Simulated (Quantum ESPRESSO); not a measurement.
```
Cd2SeS
1.0
    4.21187     0.00000     0.00000
   -2.10594     3.64759     0.00000
    0.00000     0.00000     6.87149
S Se Cd
1 1 2
Cartesian
  0.00000   0.00000   0.83493
  0.00000   2.43172   4.30720
  0.00000   0.00000   3.35951
  0.00000   2.43172   0.07399
```

Cell and atoms were relaxed with PBEsol from Materials Project entry mp-1226934, within its symmetry.

### Question
What does norm-conserving PBEsol (Quantum ESPRESSO, 102 Ry, with spin-orbit coupling) give for the electronic structure near the Fermi level?

### Answer
The PBEsol gap is direct, 0.57 eV at Γ. 

The structure is a Materials Project entry; no match was found in the copy of COD used, and its stability was not checked.
